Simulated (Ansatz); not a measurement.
A geometry of CsPbBr₃ away from equilibrium: the start of the relaxation of a generated cell, CsPbBr3 placed in the 2H-BaNiO3 structure type. Method: r2SCAN (plane waves to 500 eV, PAW, scalar-relativistic; Ansatz, an electronic-structure program). Γ-centred k-mesh 3×3×3 on the run's cell (coarser than for final values), Fermi–Dirac smearing 0.05 eV.

```xyz
10
Lattice="8.7444 0.0000 0.0000 -4.3722 7.5729 0.0000 0.0000 0.0000 7.4708" Properties=species:S:1:pos:R:3:forces:R:3 pbc="T T T" free_energy=-51984.243 pressure_GPa=1.6
Cs     0.0000     5.0486     5.6031    0.0000    0.0000    0.0000
Cs     4.3722     2.5243     1.8677    0.0000    0.0000    0.0000
Pb     0.0000     0.0000     0.0000    0.0000    0.0000    0.0000
Pb     0.0000     0.0000     3.7354    0.0000    0.0000    0.0000
Br     0.0000     2.2143     1.8677    0.0000    1.2148    0.0000
Br     2.4546     6.4657     1.8677   -1.0520   -0.6074    0.0000
Br    -2.4546     6.4657     1.8677    1.0520   -0.6074    0.0000
Br     4.3722     5.3586     5.6031    0.0000   -1.2148    0.0000
Br     1.9176     1.1072     5.6031    1.0520    0.6074    0.0000
Br     6.8268     1.1072     5.6031   -1.0520    0.6074    0.0000
```

Positions in Å, forces in eV/Å, free energy of the cell in eV (comparable only within this code, potentials and settings). Largest force: 1.21 eV/Å, on Br5, Br6, Br7, Br8, Br9, Br10 (atoms numbered as listed); the geometry lies 0.11 eV/atom above the end of its relaxation.

No spin polarisation in the result.

The run could not lower the symmetry of its start; a shaken copy of this end point relaxes with r2SCAN to P-1 (No. 2) at a tolerance of 0.01 Å, C2/m (No. 12) at 0.1 Å, 8 meV/atom lower.

The end of the path is a generated cell of CsPbBr3: the first start was made by placing the elements on the sites of a structure type, and the end was not matched to a known phase here, so it may be hypothetical. Known forms of CsPbBr3 include space group No. 62, 221.
